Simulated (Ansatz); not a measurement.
BaTaO3:
```xyz
5
Lattice="4.0378 0.0000 0.0000 0.0000 4.0378 0.0000 0.0000 0.0000 4.0378" Properties=species:S:1:pos:R:3 pbc="T T T"
Ba     0.0000     0.0000     0.0000
Ta     2.0189     2.0189     2.0189
O      0.0000     2.0189     2.0189
O      2.0189     0.0000     2.0189
O      2.0189     2.0189     0.0000
```

Relaxed with LDA. Special points in fractions of this cell's reciprocal vectors: Γ (0.000, 0.000, 0.000); X (0.000, 0.500, 0.000); M (0.500, 0.500, 0.000); R (0.500, 0.500, 0.500).

Question: List the band energies nearest the Fermi level at these points for LDA (plane waves, PAW; program Ansatz).

Answer: In eV from the Fermi level; about four levels below and three above (degenerate sets whole), none deeper than 8.9 eV; points with the same levels are listed once.

```tsv
k	below	above
Γ	-4.27 -4.27 -4.27 -1.29 -1.29 -1.29	1.00 1.00 2.73
X	-5.97 -4.70 -4.70 -0.96	1.67 1.67 3.02
M	-5.32 -4.93 -4.93 -4.15	1.70 1.70 2.64
R	-6.64 -6.64 -6.64 -4.10 -4.10 -4.10	2.62 2.62 2.62
```

Space group Pm-3m (cubic perovskite). The workflow started from a Materials Project entry (that database holds measured and hypothetical structures alike); the Crystallography Open Database copy checked does not list it. Whether it is the stable phase at ambient conditions was not checked. The cell was relaxed with LDA under the symmetry of its start; of distortions, only those at the zone centre were tested. The run is not spin-polarised. With an odd number of electrons in the cell and no spin polarisation, the count alone makes it a metal. Scalar-relativistic: spin–orbit coupling is off unless named, which matters more the heavier the elements.

Potentials: the later of the program's two PAW sets.
